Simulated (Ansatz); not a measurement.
RbBiH₆: input and output

The input, for Ansatz 0.2.0 (plane waves, PAW):

```yaml
crystal:
  lattice:
    - [3.602376, 2.07983, 2.456707]
    - [-3.602376, 2.07983, 2.456707]
    - [0.0, -4.15967, 2.456707]
  atoms:
    - { symbol: Bi, position: [0.0, 0.0, 0.0] }
    - { symbol: Rb, position: [0.5, 0.5, 0.5] }
    - { symbol: H, position: [0.716, 0.789, 0.103] }
    - { symbol: H, position: [0.103, 0.716, 0.789] }
    - { symbol: H, position: [0.789, 0.103, 0.716] }
    - { symbol: H, position: [0.284, 0.211, 0.897] }
    - { symbol: H, position: [0.897, 0.284, 0.211] }
    - { symbol: H, position: [0.211, 0.897, 0.284] }
  symmetry: { tolerance: 0.0003 }
kpoints:
  mp_grid: { grid: [6, 6, 6], shift: [0, 0, 0] }
  band_path:
    path:
      - [0.0, 0.0, 0.0]
      - [0.5, 0.0, 0.0]
      - [0.5, -0.5, 0.5]
      - [0.39920713, -0.60079287, 0.39920713]
      - [0.39920713, 0.39920713, 0.39920713]
      - [0.0, 0.0, 0.0]
      - [0.5, -0.5, 0.0]
    npoints: 10
magnetization:
  spin_polarized: false
scf:
  occupations: { method: fermi_dirac }
  lower_state_search: "off"
  max_iter: 200
hamiltonian:
  pseudopotentials: { kind: paw }
  xc: pbe
basis:
  ecutwfc: 420
  fft_grid_basis: typed
output:
  forces: true
  stress: true
  eigenvalues: true
  bader: true
  populations: true
  elf: true
  write_potential: true
  volumetric_format: npy
  dos:
    e_range: [-12, 8]
    de: 0.05
    projected: { site_lists: { Bi: [Bi], H: [H], Rb: [Rb] } }
checkpoint:
  read: saved_state
```

The run starts from an earlier solution of this cell. 

Excerpt of what it printed:

```
Warning: crystal.lattice misses the space group found at crystal.symmetry.tolerance 3.0e-4 in a digit that the deck types, which is why this is a warning: making the lattice exact moves one of its numbers by a whole unit of that number's last typed decimal, or more. The operation that it misses by the most changes a squared length by the fraction 2.40e-6.
Pseudopotentials: kind: paw
Pseudopotential: Bi, paw, valence charge 15, recommended cutoff 420 eV (normal), Bi.paw.azcp
Pseudopotential: Rb, paw, valence charge 9, recommended cutoff 420 eV (normal), Rb.paw.azcp
Pseudopotential: H, paw, valence charge 1, recommended cutoff 420 eV (normal), H.paw.azcp
Functional definition: PBE
  exchange = pbe_x(kappa = kappa, mu = beta*pi^2/3)
  correlation = pbe_c(beta = beta)
Crystal: 8 atoms, lattice volume = 110.439 Å³
Basis set: ecut = 420 eV, 2139 PW (Γ), exchange–correlation on 72×72×72 points (8 copies of the dense FFT grid, shifted against one another)
Bands: 23, of which v1, the nominal top of the filled ones, is band 15 counted from 1 (14 counted from 0)
Symmetry: 6 space group operations
Space group: R-3 (ITA 148), of the structure as read, at distance tolerance 1.4e-3 Å
k-points: 40 of 216
Initial density: read from a saved state, or passed on in memory by an earlier SCF of this step, an earlier step, the calling program or the single point that the run made first
Functional: x = pbe(κ = 0.804, μ = 0.2195), c = pbe(β = 0.0667)
SCF iter   1: F=—  Δρ=5.08e-4  dr2=2.02e-4
SCF iter   2: F=—  Δρ=2.34e-4  dr2=3.28e-5
SCF iter   3: F=—  Δρ=5.06e-5  dr2=2.00e-6
SCF iter   4: F=-15754.6670 eV  Δρ=9.47e-6  dr2=9.97e-8
Free energy (F): -15754.6670 eV
Harris-Foulkes:  -15754.6670 eV  (|F-HF|=8.63e-8)
Internal energy: -15754.6619 eV  (E = F + TS)
E sigma→0 (E₀):  -15754.6645 eV
Entropy (-TS):   -0.0051 eV (-0.642 meV/atom)
Fermi energy:    4.2654 eV
--- Per-component energies (eV) ---
  E_band       = -275.7164
  E_kinetic    = 582.9629
  E_local      = -2583.5658  (includes V_loc(G=0)·N_el)
  E_nonlocal   = 748.0902
  E_hartree    = 830.1012
  E_xc         = -333.7417
  E_vxc        = -348.8215  (∫ρ·V_xc dr)
  E_paw        = -13290.7364  (= ΣΔE_a)
  E_vpaw       = -334.5808  (= ΣTr[D̂ρ^β])
  E_aug_tail   = -0.0076  (compensation charges beyond the density's cutoff)
  E_ewald      = -1707.7647
  E_smearing   = -0.0051  (= −TS)
--- Forces (eV/Å), atoms counted from 1 ---
  atom   1  Bi     0.0000     0.0000     0.0000
  atom   2  Rb     0.0000     0.0000     0.0000
  atom   3  H     -0.2775    -1.1687    -1.1628
  atom   4  H      1.1508     0.3440    -1.1628
  atom   5  H     -0.8733     0.8247    -1.1628
  atom   6  H      0.2775     1.1687     1.1628
  atom   7  H     -1.1508    -0.3440     1.1628
  atom   8  H      0.8733    -0.8247     1.1628
--- Stress (GPa, compression-positive) ---
        9.9561       0.0000       0.0000
        0.0000       9.9561       0.0000
        0.0000       0.0000      10.9344
  P = ⅓ Tr σ = 10.2822 GPa (102.822 kbar)
--- Löwdin populations: 8 sites ---
  site symbol       q [e]
     0     Bi     14.0907
     1     Rb      8.1501
     2      H      1.2694
     3      H      1.2694
     4      H      1.2694
     5      H      1.2694
     6      H      1.2694
     7      H      1.2694
  spilling = 0.0048 (of n_electrons = 30.0000)
--- Bader charges: 8 sites ---
  site symbol  charge [e]  shift [e]
     0     Bi      1.5104     0.0060
     1     Rb      0.7838     0.0000
     2      H     -0.3824     0.0010
     3      H     -0.3824     0.0010
     4      H     -0.3824     0.0010
     5      H     -0.3824     0.0010
     6      H     -0.3824     0.0010
     7      H     -0.3824     0.0010
```

Absolute energies hang on the potentials; compare differences alone.

Origin: a known structure type with other elements, at an estimated volume, so it need not be a known compound. Caveats: atoms or cell far from equilibrium.
